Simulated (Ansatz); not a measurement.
A relaxed cell of Cs3Sc is given with its symmetry left out. The cell was found from a structure generator's guess, not taken from experiment.

Method: DFT PBE, scalar-relativistic, plane waves, PAW (Ansatz 0.2.0). Cutoff 420 eV, Γ-centred mesh, Gaussian smearing, collinear spin.

```
Cs Sc
1.0
    -4.27787    4.27787    4.27787
     4.27787   -4.27787    4.27787
     4.27787    4.27787   -4.27787
Cs Sc
3 1
Direct
  0.00000 0.50000 0.50000
  0.50000 0.00000 0.50000
  0.50000 0.50000 0.00000
  0.00000 0.00000 0.00000
```

The zero of energy is the elements' standard structures at the same level; no fitted shifts are applied.

Question: What space group does it have?

Answer: Im-3m (No. 229). Conventional cell: a = 8.556 Å. Around Cs lie 2 Sc at 4.28 Å and 4 Cs at 4.28 Å; Sc has 6 Cs at 4.28 Å.

Question: How far does it lie from the elements in energy?

Answer: +0.78 eV/atom. It can't be a ground state, since the elements alone are lower.

Question: Is it a metal?

Answer: Yes, bands cross the Fermi level on the 8×8×8 mesh.

Question: Which magnetic moments does it keep?

Answer: 0.65 μB per atom net, the space between the atoms included; by site: Sc 1.3 μB.

The last run used collinear spin, an 8×8×8 mesh for its 4-atom cell and Gaussian smearing of 0.10 eV. The magnetic state reached may not be the lowest. Symmetry constrained the relaxation, so the result can be a saddle point.
